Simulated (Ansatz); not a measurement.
**CePb3: energy against volume and a worked fit**

The structure is cubic, space group Pm-3m (No. 221). The conventional cell has a = 4.864 Å, b = 4.864 Å, c = 4.864 Å, α = 90.00°, β = 90.00°, γ = 90.00°. Around Pb (site symmetry 4/mmm) lie 8 Pb at 3.44 Å and 4 Ce at 3.44 Å. Ce (site symmetry m-3m) is surrounded by 12 Pb at 3.44 Å.

The cell was scaled at fixed shape and fractions and run with Ansatz, Ansatz PAW, cutoff 420 eV; PBEsol, k mesh 6 × 6 × 6 on the cell of 4 atoms, fermi-dirac occupations of 0.05 eV, collinear spin, ferromagnetic start, no spin-orbit coupling. The potentials were made for PBE. Energies are those that the program minimises, any entropy of the smearing included. For a metal such a mesh isn't converged to the digits shown. The magnetic state is the one that the start led to, which needn't be the lowest. Plain semilocal runs treat an open f shell poorly.

```csv
V (Å³/atom),energy over the lowest row (meV/atom)
27.0426,4.02
27.6180,0.00
28.1934,0.34
28.7687,4.60
29.3441,?
29.9195,23.13
30.4949,36.66
```

Question: Fit the third-order Birch-Murnaghan form, give V0, B0 and B′, and predict the energy left open.

Answer: With y = (V0/V)^(2/3), E = E0 + (9 V0 B0/16) [(y - 1)³ B′ + (y - 1)² (6 - 4y)]. Least squares through the rows shown give V0 = 27.8535 Å³/atom, E0 = -0.37 meV, B0 = 56.30 GPa (1 eV/Å³ = 160.218 GPa) and B′ = 4.72, with a largest miss of 0.01 meV. At V = 29.3441 the form with these constants gives 12.32 meV; the run gave 12.33 meV an atom. Other set-ups at this level, from all their volumes (Å³/atom, GPa): Ansatz, all-electron LAPW, scalar-relativistic: V0 27.863, B0 56.13.
